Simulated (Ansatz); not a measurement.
# Ti2CuAs3: reading a single point

```yaml
crystal:
  lattice:
    - [3.74112, 0.00000, 0.00000]
    - [0.00000, 3.74112, 0.00000]
    - [0.00000, 0.00000, 8.24204]
  atoms:
    - { symbol: As, position: [0.00000, 0.50000, 0.38350] }
    - { symbol: As, position: [0.50000, 0.00000, 0.61650] }
    - { symbol: Ti, position: [0.00000, 0.50000, 0.73150] }
    - { symbol: Ti, position: [0.50000, 0.00000, 0.26850] }
    - { symbol: As, position: [0.50000, 0.50000, 0.00000] }
    - { symbol: Cu, position: [0.00000, 0.00000, 0.00000] }
```

Level: PBE, no spin polarisation; 420 eV; 9×9×4 Γ-centred mesh; fermi-dirac occupations (width 0.0723 eV); Ansatz 0.2.0, fixed geometry.

(1) Describe some of the short contacts.

(2) Is the cell too large or too small?

(3) What happens at the Fermi level?

(4) Is it stable against the elements?

(5) How is the charge shared?

Origin: a known structure type with other elements, at an estimated volume, so it need not be a known compound. Caveats: many states at the Fermi level without spin polarisation, so a magnetic state may lie lower.

Answers

(1) As–Cu at 2.65 Å: least valence density 0.29 e/Å³ and ELF 0.36 there. As–Ti at 2.81 Å: least valence density 0.24 e/Å³ and ELF 0.30 there. Ti–Cu at 2.90 Å: least valence density 0.15 e/Å³ and ELF 0.19 there. Both are smooth PAW fields, read partly inside the augmentation spheres.

(2) The pressure is -13.5 GPa (compression positive), so with the atoms held at these fractions the cell would first shrink. The principal stresses -13.8, -13.8, -12.8 GPa differ, so its shape would change too.

(3) It is a metal, with about 4 states/eV a cell as the mean within 0.25 eV of the Fermi level, mostly Ti d (67 %) and As p (19 %).

(4) -0.40 eV an atom against the elements' usual phases (free molecules for gases, crystals otherwise, with no correction for O₂ or N₂), so it is bound against them; other compounds may still compete. Relaxing would lower it.

(5) Bader charges in e: Ti +1.36, Cu -0.10, As -0.91 to -0.79. In the mean Ti gives up most and As takes most.
